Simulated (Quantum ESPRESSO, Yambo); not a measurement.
## CsO2H3: DFT and GW levels

```
CsO2H3
1.0
    4.25023     0.00000     0.00000
    0.00000     2.21260     4.02356
    0.00000    -2.21260     4.02356
H O Cs
3 2 1
Direct
  0.50000   0.55847   0.55847
  0.50000   0.07118   0.45270
  0.50000   0.45270   0.07118
  0.50000   0.67951   0.67951
  0.50000   0.33406   0.33406
  0.00000   0.98533   0.98533
```

The geometry is that of Materials Project entry mp-626417, symmetrised and not relaxed again.

Starting point: norm-conserving LDA (Quantum ESPRESSO, 84 Ry, without SOC). G0W0 in Yambo: 4×4×4 Γ-centred k mesh, 137 bands and a 8 Ry block in the screening, 137 bands in G with the Bruneval-Gonze terminator, plasmon pole fitted at 27.2 eV.

| Item | Result |
|---|---|
| LDA gap along the band path | 4.10 eV |
| LDA gap between the mesh's edge points (Γ → Γ) | 4.10 eV |
| G0W0 gap between the same points | 6.72 eV |

```csv
k point,band,E LDA (eV),E QP (eV),shift (eV),Z
Γ,VB,0.00,-1.53,-1.53,0.79
Γ,CB,4.10,5.19,1.09,0.87
"(0, 0, -0.5)",VB,-0.44,-2.03,-1.58,0.79
"(0, 0, -0.5)",CB,5.14,6.29,1.15,0.87
"(0, -0.5, -0.5)",VB,-0.35,-1.93,-1.58,0.79
"(0, -0.5, -0.5)",CB,5.10,6.25,1.15,0.87
"(-0.5, 0, 0)",VB,-0.28,-1.87,-1.59,0.80
"(-0.5, 0, 0)",CB,6.11,7.39,1.28,0.86
"(-0.5, 0, -0.5)",VB,-0.61,-2.23,-1.62,0.80
"(-0.5, 0, -0.5)",CB,6.45,7.83,1.38,0.86
"(-0.5, -0.5, -0.5)",VB,-0.39,-1.80,-1.41,0.80
"(-0.5, -0.5, -0.5)",CB,6.36,7.65,1.29,0.86
```

Energies count from the LDA valence-band maximum.

Convergence of the G0W0 settings was not tested.

The structure is a Materials Project entry; no match was found in the copy of COD used, and its stability was not checked.
